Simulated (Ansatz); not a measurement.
Cl:
```xyz
4
Lattice="3.4717 -1.9393 0.0000 3.4717 1.9393 0.0000 0.0000 0.0000 8.0045" Properties=species:S:1:pos:R:3 pbc="T T T"
Cl     3.4717    -0.4909     3.1119
Cl     3.4717    -1.4484     7.1142
Cl     3.4717     1.4484     0.8903
Cl     3.4717     0.4909     4.8926
```

Relaxed with PBEsol. Special points in fractions of this cell's reciprocal vectors: Γ (0.000, 0.000, 0.000); Y (0.500, 0.500, 0.000); F0 (0.328, 0.672, 0.000); Δ0 (-0.328, 0.328, 0.000); Z (0.000, 0.000, 0.500); B0 (-0.328, 0.328, 0.500); G0 (0.328, 0.672, 0.500); T (0.500, 0.500, 0.500); S (0.000, 0.500, 0.000); R (0.000, 0.500, 0.500).

Task: List the band energies nearest the valence-band maximum at these points for the program Ansatz at the PBEsol level (PAW).

Result: In eV from the valence-band maximum; about four levels below and three above (degenerate sets whole), none deeper than 8.9 eV; points with the same levels are listed once.

```json
[
 {"k": "Γ", "below": "-1.21 -0.49 -0.47 0.00", "above": "2.02 3.01 6.34"},
 {"k": "Y", "below": "-1.64 -1.32 -0.51 -0.20", "above": "2.07 2.90 7.90"},
 {"k": "F0", "below": "-1.23 -1.06 -0.73 -0.30", "above": "2.64 2.89 8.30"},
 {"k": "Z", "below": "-1.03 -1.03 -0.23 -0.23", "above": "2.44 2.44 6.81 6.81"},
 {"k": "B0", "below": "-0.73 -0.73 -0.43 -0.43", "above": "2.53 2.53 9.03 9.03"},
 {"k": "T", "below": "-1.09 -1.09 -0.86 -0.86", "above": "2.42 2.42 8.76 8.76"},
 {"k": "S", "below": "-1.11 -1.11 -0.56 -0.56", "above": "2.93 2.93 7.55 7.55"},
 {"k": "R", "below": "-0.71 -0.71 -0.19 -0.19", "above": "2.45 2.45 7.88 7.88"}
]
```

Space group Cmce (molecular I2 type). The PBEsol relaxation kept the symmetry of its start. The substance is a gas or liquid at ambient conditions; this is its low-temperature solid. A crystal of weakly bound units computed without a dispersion correction: the cell and the soft elastic constants depend strongly on that.

Potentials: the later of the program's two PAW sets.
